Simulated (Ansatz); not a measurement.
This run works on a generated trial structure, not on a known crystal.

Input and command of a plane-wave DFT calculation in Ansatz:

```yaml
crystal:
  lattice:
    - [2.3478547838, -5.8995718575, 0.0]
    - [2.3478547838, 5.8995718575, 0.0]
    - [0.0, 0.0, 5.3994079909]
  atoms:
    - { symbol: Hf, position: [0.5, 0.0, 0.5] }
    - { symbol: Hf, position: [0.0, 0.5, 0.5] }
    - { symbol: Sc, position: [0.6232924456, 0.3767075544, 0.0] }
    - { symbol: Sc, position: [0.3767075544, 0.6232924456, 0.0] }
    - { symbol: Sc, position: [0.5, 0.5, 0.5] }
    - { symbol: "N", position: [0.0, 0.0, 0.0] }
basis:
  ecutwfc: 420
kpoints:
  mp_grid: { grid: [10, 10, 8] }
hamiltonian:
  xc: pbe
scf:
  occupations: { method: gaussian, width: 0.1 }
output:
  forces: true
  stress: true
  eigenvalues: true
  write_density: true
  write_potential: true
  elf: true
  volumetric_format: npy
relax:
  adjacent_minimum: "off"
  f_tol: 0.01
  max_steps: 80
  cell: { stress_tol: 0.05 }
```

```bash
ansatz run input.yaml --threads 1 --pin off --max-ram 2560MiB --backend cpu --events-out ev --progress --plain --runs-dir out
```

Processor: Arm Neoverse N1, 1 thread, on a host shared with other jobs.

Question: How long does it run, and how much memory does it take?

Answer: About 14 min, peak memory 1.1 GiB. It solves 54 bands at 155 k points (after reduction by symmetry) with about 2887 plane waves (on the last cell), in 37 SCF iterations over 5 ionic steps.
